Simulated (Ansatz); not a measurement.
Here is the system:

Si2W:
```xyz
6
Lattice="0.0000 3.9703 4.4892 2.2953 0.0000 4.4892 2.2953 3.9703 0.0000" Properties=species:S:1:pos:R:3 pbc="T T T"
Si     2.2953     5.2700     4.4892
Si     2.2953     2.6706     4.4892
Si     3.4430     4.6558     6.7337
Si     3.4430     7.2551     6.7337
W      0.0000     0.0000     0.0000
W      1.1477     1.9852     2.2446
```

This is the PBE-relaxed structure.

### Question
All from PBE (plane waves, PAW; program Ansatz), unless another level is named. Give the electronic character.

### Answer
metallic (no gap).

### Question
Predict the density of states at the Fermi level.

### Answer
0.33 states/eV per atom (mean over ±0.08 eV).

### Question
Give the formation energy from the elements (no fitted shifts).

### Answer
-0.22 eV/atom.

Space group Fddd. A made-up cell: these elements were put on the sites of a structure type; neither database checked (COD, Materials Project) lists it. It is not the phase usual at ambient conditions (space group No. 139). Symmetry was held in the PBE relaxation; its stability against distortions is not shown here. The run is not spin-polarised. The references are the lowest solids computed at this level, not always the standard phases. Spin–orbit coupling is left out wherever it is not named.

Potentials: the later of the program's two PAW sets.
